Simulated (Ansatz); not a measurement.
Cells of PtSe2 relaxed with r2SCAN (plane waves to 500 eV, PAW, scalar-relativistic; Ansatz, an electronic-structure program), each with a space-group label. One label is wrong.

**A**, labelled P6₃mc (No. 186)
```xyz
6
Lattice="-2.5207 2.5207 5.8246 2.5207 -2.5207 5.8246 2.5207 2.5207 -5.8246" Properties=species:S:1:pos:R:3 pbc="T T T"
Pt     0.0000     0.0000     5.8246
Pt     2.5207     0.0000     2.9123
Se     0.0000     0.0000     8.2732
Se     2.5207     0.0000     0.4637
Se     0.0000     0.0000     3.3760
Se     2.5207     0.0000     5.3609
```

**B**, labelled P-3m1 (No. 164)
```
CELL_PARAMETERS angstrom
      3.71687     0.00000     0.00000
     -1.85843     3.21890     0.00000
      0.00000     0.00000     5.83020
ATOMIC_POSITIONS crystal
  Pt 0.00000 0.00000 0.00000
  Se 0.33333 0.66667 0.22495
  Se 0.66667 0.33333 0.77504
```

**C**, labelled Pnnm (No. 58)
```yaml
crystal:
  lattice:
    - [5.53552, 0.00000, 0.00000]
    - [0.00000, 5.90567, 0.00000]
    - [0.00000, 0.00000, 3.85635]
  atoms:
    - { symbol: Pt, position: [0.00000, 0.00000, 0.50000] }
    - { symbol: Pt, position: [0.50000, 0.50000, 0.00000] }
    - { symbol: Se, position: [0.76267, 0.37369, 0.50000] }
    - { symbol: Se, position: [0.73733, 0.87369, 0.00000] }
    - { symbol: Se, position: [0.23733, 0.62631, 0.50000] }
    - { symbol: Se, position: [0.26267, 0.12631, 0.00000] }
```

**D**, labelled P6/mmm (No. 191)
```
CELL_PARAMETERS angstrom
      7.36701     0.00000     0.00000
     -3.68351     6.38002     0.00000
      0.00000     0.00000     2.96463
ATOMIC_POSITIONS crystal
  Pt 0.33333 0.66667 0.50000
  Pt 0.66667 0.33333 0.50000
  Se 0.00000 0.00000 0.50000
  Se 0.50000 0.00000 0.00000
  Se 0.00000 0.50000 0.00000
  Se 0.50000 0.50000 0.00000
```

### Question
Which label is wrong, and what should it be (tolerance 0.01 Å)?

### Answer
A: its symmetry is I4₁/amd, origin choice 1 (No. 141), tI12, anatase type; a = 5.041 Å, b = 5.041 Å, c = 11.649 Å, α = 90.00°, β = 90.00°, γ = 90.00°.

Each run could gain symmetry but not lose that of its start, so entries can be saddle points. From databases, or of a type measured for this composition: P-3m1, hP3, CdI2 type, non-magnetic; the others are generated cells (placed on structure types, drawn at random, substituted or restacked) that were not matched to a known phase here.

Spin states reached: non-magnetic, ferromagnetic; non-magnetic ones ran without spin or lost their moments; spin orders were not searched systematically.
